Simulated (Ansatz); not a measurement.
## Ansatz 0.2.0, relaxation: Ga$_{4}$MoRh

The command:

```bash
ansatz run input.yaml --threads 2 --pin off --max-ram 3584MiB --backend cpu --events-out ev --progress --plain --runs-dir out
```

input.yaml:

```yaml
crystal:
  lattice:
    - [4.133852, 5.336819, 0.0]
    - [4.133852, -5.336819, 0.0]
    - [0.0, 0.0, -4.167559]
  atoms:
    - { symbol: Ga, position: [0.379, 0.379, 0.5] }
    - { symbol: Ga, position: [0.621, 0.621, 0.5] }
    - { symbol: Mo, position: [0.1708, 0.1708, 0.0] }
    - { symbol: Mo, position: [0.8292, 0.8292, 0.0] }
    - { symbol: Ga, position: [0.093, 0.907, 0.5] }
    - { symbol: Ga, position: [0.907, 0.093, 0.5] }
    - { symbol: Ga, position: [0.389, 0.079, 0.5] }
    - { symbol: Ga, position: [0.611, 0.921, 0.5] }
    - { symbol: Ga, position: [0.079, 0.389, 0.5] }
    - { symbol: Ga, position: [0.921, 0.611, 0.5] }
    - { symbol: Rh, position: [0.3021, 0.6979, 0.0] }
    - { symbol: Rh, position: [0.6979, 0.3021, 0.0] }
  symmetry: { tolerance: 0.0003 }
kpoints:
  mp_grid: { grid: [4, 4, 5], shift: [0, 0, 0] }
magnetization:
  spin_polarized: false
scf:
  occupations: { method: fermi_dirac }
  lower_state_search: "off"
hamiltonian:
  pseudopotentials: { kind: paw }
  xc: pbe
basis:
  ecutwfc: 420
  fft_grid_basis: typed
relax:
  max_steps: 60
  cell: { p_target: 0.0 }
  f_tol: 0.03
output:
  forces: true
  stress: true
  eigenvalues: true
  populations: true
  elf: true
  write_potential: true
  volumetric_format: npy
  dos:
    e_range: [-12, 8]
    de: 0.05
    projected: { site_lists: { Ga: [Ga], Mo: [Mo], Rh: [Rh] } }
  bader: false
checkpoint:
  read: saved_state
```

Origin of the cell: a known structure type with other elements, at an estimated volume, so it need not be a known compound.

The smearing width isn't typed, so it takes its default of 0.1 eV.

The saved state is a converged single point of the same cell.

Steps («new basis» is an SCF on plane waves selected anew at the same cell):

| step | ΔF (meV/atom) | max force component (eV/Å) | P (GPa) | volume (Å³) | SCF iterations | step was |
| --- | --- | --- | --- | --- | --- | --- |
| 1 | 0.0 | 5.016 | 40.46 | 183.89 | 8 | accepted |
| 2 | -497.5 | 1.950 | 18.70 | 199.69 | 9 | accepted |
| 3 | -815.1 | 1.298 | 8.17 | 206.96 | 9 | accepted |
| 4 | -1002.2 | 1.157 | 3.21 | 207.65 | 8 | accepted |
| 5 | -1139.0 | 0.780 | 1.30 | 203.89 | 8 | accepted |
| 6 | -1244.8 | 0.500 | 1.17 | 198.28 | 8 | accepted |
| 7 | -1341.5 | 0.407 | 1.40 | 192.09 | 8 | accepted |
| 8 | -1435.2 | 0.527 | 1.93 | 185.43 | 9 | accepted |
| 9 | -1462.3 | 0.709 | 5.03 | 178.16 | 10 | accepted |
| 10 | -1481.7 | 0.362 | -3.93 | 186.87 | 9 | accepted |
| 11 | -1504.2 | 0.419 | 0.19 | 182.15 | 9 | accepted |
| 12 | -1530.2 | 0.380 | 1.63 | 179.97 | 9 | accepted |
| 13 | -1530.7 | 0.911 | 3.56 | 179.57 | 10 | accepted |
| 14 | -1540.6 | 0.068 | -0.89 | 182.49 | 9 | accepted |
| 15 | -1541.2 | 0.024 | 0.09 | 181.74 | 6 | accepted |
| 16 | -1541.2 | 0.015 | -0.14 | 181.96 | 7 | accepted |
| 17 | -1541.3 | 0.020 | 0.03 | 181.79 | 6 | accepted |
| 18 | -1541.3 | 0.002 | 0.00 | 181.83 | 6 | accepted |
| 19 | -1599.0 | 0.022 | 5.44 | 181.83 | 11 | new basis |
| 20 | -1614.7 | 0.198 | 0.41 | 188.95 | 7 | accepted |
| 21 | -1616.1 | 0.157 | 0.27 | 188.95 | 7 | accepted |
| 22 | -1616.8 | 0.113 | 0.08 | 189.13 | 7 | accepted |
| 23 | -1617.1 | 0.022 | -0.06 | 189.23 | 6 | accepted |
| 24 | -1617.2 | 0.009 | -0.04 | 189.13 | 7 | accepted |
| 25 | -1617.2 | 0.006 | 0.03 | 189.00 | 6 | accepted |
| 26 | -1617.2 | 0.005 | 0.01 | 189.02 | 6 | accepted |
| 27 | -1617.4 | 0.005 | 0.01 | 189.02 | 8 | new basis |

Step 1, with forces in eV/Å:

```xyz
12
Lattice="4.134 5.337 0.000 4.134 -5.337 0.000 0.000 0.000 -4.168" Properties=species:S:1:pos:R:3:forces:R:3 pbc="T T T" step=1
Ga    3.133    0.000   -2.084    1.162    0.000    0.000
Ga    5.134    0.000   -2.084   -1.162    0.000    0.000
Mo    1.412    0.000    0.000   -0.348    0.000    0.000
Mo    6.856    0.000    0.000    0.348    0.000    0.000
Ga    4.134   -4.344   -2.084    0.000    5.016    0.000
Ga    4.134    4.344   -2.084    0.000   -5.016    0.000
Ga    1.935    1.654   -2.084    1.927    2.024    0.000
Ga    6.333   -1.654   -2.084   -1.927   -2.024    0.000
Ga    1.935   -1.654   -2.084    1.927   -2.024    0.000
Ga    6.333    1.654   -2.084   -1.927    2.024    0.000
Rh    4.134   -2.112    0.000    0.000   -0.428    0.000
Rh    4.134    2.112    0.000    0.000    0.428    0.000
```

Step 3, with forces in eV/Å:

```xyz
12
Lattice="4.521 5.834 0.000 4.521 -5.834 0.000 0.000 0.000 -3.923" Properties=species:S:1:pos:R:3:forces:R:3 pbc="T T T" step=3
Ga    3.448    0.000   -1.962    0.327    0.000    0.000
Ga    5.593    0.000   -1.962   -0.327    0.000    0.000
Mo    1.461    0.000    0.000   -0.278    0.000    0.000
Mo    7.580    0.000    0.000    0.278    0.000    0.000
Ga    4.521   -4.651   -1.962    0.000    1.298    0.000
Ga    4.521    4.651   -1.962    0.000   -1.298    0.000
Ga    2.185    1.835   -1.962    0.674    0.367    0.000
Ga    6.856   -1.835   -1.962   -0.674   -0.367    0.000
Ga    2.185   -1.835   -1.962    0.674   -0.367    0.000
Ga    6.856    1.835   -1.962   -0.674    0.367    0.000
Rh    4.521   -2.355    0.000    0.000   -0.406    0.000
Rh    4.521    2.355    0.000    0.000    0.406    0.000
```

Step 6, with forces in eV/Å:

```xyz
12
Lattice="4.808 6.218 0.000 4.808 -6.218 0.000 0.000 0.000 -3.316" Properties=species:S:1:pos:R:3:forces:R:3 pbc="T T T" step=6
Ga    3.700    0.000   -1.658    0.041    0.000    0.000
Ga    5.916    0.000   -1.658   -0.041    0.000    0.000
Mo    1.547    0.000    0.000   -0.072    0.000    0.000
Mo    8.069    0.000    0.000    0.072    0.000    0.000
Ga    4.808   -4.773   -1.658    0.000    0.500    0.000
Ga    4.808    4.773   -1.658    0.000   -0.500    0.000
Ga    2.428    1.981   -1.658    0.293    0.043    0.000
Ga    7.188   -1.981   -1.658   -0.293   -0.043    0.000
Ga    2.428   -1.981   -1.658    0.293   -0.043    0.000
Ga    7.188    1.981   -1.658   -0.293    0.043    0.000
Rh    4.808   -2.661    0.000    0.000   -0.160    0.000
Rh    4.808    2.661    0.000    0.000    0.160    0.000
```

Step 8, with forces in eV/Å:

```xyz
12
Lattice="4.901 6.504 0.000 4.901 -6.504 0.000 0.000 0.000 -2.908" Properties=species:S:1:pos:R:3:forces:R:3 pbc="T T T" step=8
Ga    3.782    0.000   -1.454    0.296    0.000    0.000
Ga    6.021    0.000   -1.454   -0.296    0.000    0.000
Mo    1.596    0.000    0.000    0.088    0.000    0.000
Mo    8.207    0.000    0.000   -0.088    0.000    0.000
Ga    4.901   -4.869   -1.454    0.000    0.527    0.000
Ga    4.901    4.869   -1.454    0.000   -0.527    0.000
Ga    2.566    2.098   -1.454    0.454    0.128    0.000
Ga    7.237   -2.098   -1.454   -0.454   -0.128    0.000
Ga    2.566   -2.098   -1.454    0.454   -0.128    0.000
Ga    7.237    2.098   -1.454   -0.454    0.128    0.000
Rh    4.901   -2.697    0.000    0.000    0.441    0.000
Rh    4.901    2.697    0.000    0.000   -0.441    0.000
```

Step 11, with forces in eV/Å:

```xyz
12
Lattice="4.955 6.555 0.000 4.955 -6.555 0.000 0.000 0.000 -2.804" Properties=species:S:1:pos:R:3:forces:R:3 pbc="T T T" step=11
Ga    3.815    0.000   -1.402    0.177    0.000    0.000
Ga    6.096    0.000   -1.402   -0.177    0.000    0.000
Mo    1.501    0.000    0.000   -0.264    0.000    0.000
Mo    8.410    0.000    0.000    0.264    0.000    0.000
Ga    4.955   -4.605   -1.402    0.000    0.188    0.000
Ga    4.955    4.605   -1.402    0.000   -0.188    0.000
Ga    2.676    2.116   -1.402    0.013    0.206    0.000
Ga    7.235   -2.116   -1.402   -0.013   -0.206    0.000
Ga    2.676   -2.116   -1.402    0.013   -0.206    0.000
Ga    7.235    2.116   -1.402   -0.013    0.206    0.000
Rh    4.955   -2.317    0.000    0.000    0.419    0.000
Rh    4.955    2.317    0.000    0.000   -0.419    0.000
```

Step 13, with forces in eV/Å:

```xyz
12
Lattice="5.026 6.445 0.000 5.026 -6.445 0.000 0.000 0.000 -2.772" Properties=species:S:1:pos:R:3:forces:R:3 pbc="T T T" step=13
Ga    3.842    0.000   -1.386   -0.690    0.000    0.000
Ga    6.211    0.000   -1.386    0.690    0.000    0.000
Mo    1.300    0.000    0.000    0.102    0.000    0.000
Mo    8.752    0.000    0.000   -0.102    0.000    0.000
Ga    5.026   -4.204   -1.386    0.000   -0.008    0.000
Ga    5.026    4.204   -1.386    0.000    0.008    0.000
Ga    2.693    2.073   -1.386   -0.088   -0.091    0.000
Ga    7.360   -2.073   -1.386    0.088    0.091    0.000
Ga    2.693   -2.073   -1.386   -0.088    0.091    0.000
Ga    7.360    2.073   -1.386    0.088   -0.091    0.000
Rh    5.026   -1.812    0.000    0.000   -0.911    0.000
Rh    5.026    1.812    0.000    0.000    0.911    0.000
```

Step 16, with forces in eV/Å:

```xyz
12
Lattice="5.021 6.498 0.000 5.021 -6.498 0.000 0.000 0.000 -2.788" Properties=species:S:1:pos:R:3:forces:R:3 pbc="T T T" step=16
Ga    3.825    0.000   -1.394    0.011    0.000    0.000
Ga    6.217    0.000   -1.394   -0.011    0.000    0.000
Mo    1.321    0.000    0.000   -0.015    0.000    0.000
Mo    8.721    0.000    0.000    0.015    0.000    0.000
Ga    5.021   -4.279   -1.394    0.000   -0.005    0.000
Ga    5.021    4.279   -1.394    0.000    0.005    0.000
Ga    2.691    2.092   -1.394   -0.012    0.007    0.000
Ga    7.351   -2.092   -1.394    0.012   -0.007    0.000
Ga    2.691   -2.092   -1.394   -0.012   -0.007    0.000
Ga    7.351    2.092   -1.394    0.012    0.007    0.000
Rh    5.021   -1.929    0.000    0.000   -0.001    0.000
Rh    5.021    1.929    0.000    0.000    0.001    0.000
```

Step 19, with forces in eV/Å:

```xyz
12
Lattice="5.017 6.499 0.000 5.017 -6.499 0.000 0.000 0.000 -2.788" Properties=species:S:1:pos:R:3:forces:R:3 pbc="T T T" step=19
Ga    3.822    0.000   -1.394    0.001    0.000    0.000
Ga    6.213    0.000   -1.394   -0.001    0.000    0.000
Mo    1.319    0.000    0.000    0.017    0.000    0.000
Mo    8.716    0.000    0.000   -0.017    0.000    0.000
Ga    5.017   -4.278   -1.394    0.000   -0.007    0.000
Ga    5.017    4.278   -1.394    0.000    0.007    0.000
Ga    2.687    2.092   -1.394   -0.022    0.000    0.000
Ga    7.348   -2.092   -1.394    0.022    0.000    0.000
Ga    2.687   -2.092   -1.394   -0.022    0.000    0.000
Ga    7.348    2.092   -1.394    0.022    0.000    0.000
Rh    5.017   -1.930    0.000    0.000   -0.001    0.000
Rh    5.017    1.930    0.000    0.000    0.001    0.000
```

Step 22, with forces in eV/Å:

```xyz
12
Lattice="5.165 6.623 0.000 5.165 -6.623 0.000 0.000 0.000 -2.764" Properties=species:S:1:pos:R:3:forces:R:3 pbc="T T T" step=22
Ga    3.940    0.000   -1.382   -0.024    0.000    0.000
Ga    6.391    0.000   -1.382    0.024    0.000    0.000
Mo    1.323    0.000    0.000    0.113    0.000    0.000
Mo    9.008    0.000    0.000   -0.113    0.000    0.000
Ga    5.165   -4.343   -1.382    0.000    0.056    0.000
Ga    5.165    4.343   -1.382    0.000   -0.056    0.000
Ga    2.756    2.125   -1.382    0.043    0.006    0.000
Ga    7.574   -2.125   -1.382   -0.043   -0.006    0.000
Ga    2.756   -2.125   -1.382    0.043   -0.006    0.000
Ga    7.574    2.125   -1.382   -0.043    0.006    0.000
Rh    5.165   -1.938    0.000    0.000   -0.050    0.000
Rh    5.165    1.938    0.000    0.000    0.050    0.000
```

Step 27, with forces in eV/Å:

```xyz
12
Lattice="5.157 6.643 0.000 5.157 -6.643 0.000 0.000 0.000 -2.759" Properties=species:S:1:pos:R:3:forces:R:3 pbc="T T T" step=27
Ga    3.932    0.000   -1.379    0.001    0.000    0.000
Ga    6.382    0.000   -1.379   -0.001    0.000    0.000
Mo    1.337    0.000    0.000   -0.002    0.000    0.000
Mo    8.977    0.000    0.000    0.002    0.000    0.000
Ga    5.157   -4.358   -1.379    0.000   -0.002    0.000
Ga    5.157    4.358   -1.379    0.000    0.002    0.000
Ga    2.769    2.137   -1.379    0.001   -0.005    0.000
Ga    7.545   -2.137   -1.379   -0.001    0.005    0.000
Ga    2.769   -2.137   -1.379    0.001    0.005    0.000
Ga    7.545    2.137   -1.379   -0.001   -0.005    0.000
Rh    5.157   -1.954    0.000    0.000    0.000    0.000
Rh    5.157    1.954    0.000    0.000    0.000    0.000
```

```yaml
Free_energy_lowered_by: 1617.4 meV/atom
Volume_change: 2.79 %
Final_pressure: 0.01 GPa
Relaxation_steps_listed: 27
```

Caveats: no moments, though an odd count or open d shells may carry them; the given cell is far from equilibrium, with atoms too close or a volume far off; the k mesh is coarse if the cell is a metal; the relaxation held the start's symmetry, so the end may be a saddle point.

The run took 11 min on 2 threads of Arm Neoverse V2 (shared host), peak memory 0.78 GiB, from a saved density.
